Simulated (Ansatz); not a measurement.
Relaxed (100) slab cut from Au (space group P6_3/mmc (No. 194)); the slab's formula is Au, its outer planes Au (top) and Au (bottom):

```
Au
1.0
     2.89029    0.00000    0.00000
     0.00000    4.86472    0.00000
     0.00000    0.00000   26.68098
Au
10
Direct
  0.00000 0.75000 0.28662
  0.00000 0.25000 0.33888
  0.50000 0.75000 0.37697
  0.50000 0.25000 0.43582
  0.00000 0.75000 0.46982
  0.00000 0.25000 0.53018
  0.50000 0.75000 0.56418
  0.50000 0.25000 0.62303
  0.00000 0.75000 0.66112
  0.00000 0.25000 0.71338
```

Computed with DFT r2SCAN, scalar-relativistic, plane waves, PAW in Ansatz 0.2.0. Cutoff 500 eV; k points 12×7×1 on the computed 10-atom cell (Γ-centred); Gaussian smearing, width 0.10 eV; no spin polarisation. The cell repeats along c with a dipole correction in the vacuum.

The potential is the smooth part; its values at the atoms depend on the PAW datasets.

(1) How does the plane-averaged electrostatic potential energy of an electron run along c, counted from the Fermi level?

Spin-orbit coupling is left out, which matters for the bands of heavy elements.

Results:

(1)
```csv
z (Å),V (eV)
2.67,4.95
2.93,4.95
3.20,4.95
3.47,4.95
3.74,4.95
4.00,4.94
4.27,4.94
4.54,4.94
4.80,4.94
5.07,4.92
5.34,4.90
5.60,4.85
5.87,4.73
6.14,4.49
6.40,3.95
6.67,2.72
6.94,-0.26
7.20,-3.75
7.47,-5.89
7.74,-6.57
8.00,-6.17
8.27,-5.74
8.54,-6.17
8.80,-7.45
9.07,-8.73
9.34,-10.44
9.61,-11.11
9.87,-9.63
10.14,-8.05
10.41,-6.44
10.67,-4.44
10.94,-4.11
11.21,-6.06
11.47,-8.14
11.74,-10.41
12.01,-12.37
12.27,-11.72
12.54,-9.30
12.81,-7.21
13.07,-4.89
13.34,-3.44
13.61,-4.89
13.87,-7.21
14.14,-9.30
14.41,-11.72
14.67,-12.37
14.94,-10.41
15.21,-8.14
15.47,-6.06
15.74,-4.11
16.01,-4.44
16.28,-6.44
16.54,-8.05
16.81,-9.63
17.08,-11.11
17.34,-10.44
17.61,-8.73
17.88,-7.45
18.14,-6.17
18.41,-5.74
18.68,-6.17
18.94,-6.57
19.21,-5.89
19.48,-3.75
19.74,-0.26
20.01,2.72
20.28,3.95
20.54,4.49
20.81,4.73
21.08,4.85
21.34,4.90
21.61,4.92
21.88,4.94
22.15,4.94
22.41,4.94
22.68,4.94
22.95,4.95
23.21,4.95
23.48,4.95
23.75,4.95
24.01,4.95
```

The vacuum level lies 4.95 eV above the Fermi level.

The reference crystal is a form of Au, which isn't its usual structure.

Cost: 1 run of about 29 core-minutes, on Arm Neoverse V2 (shared hosts).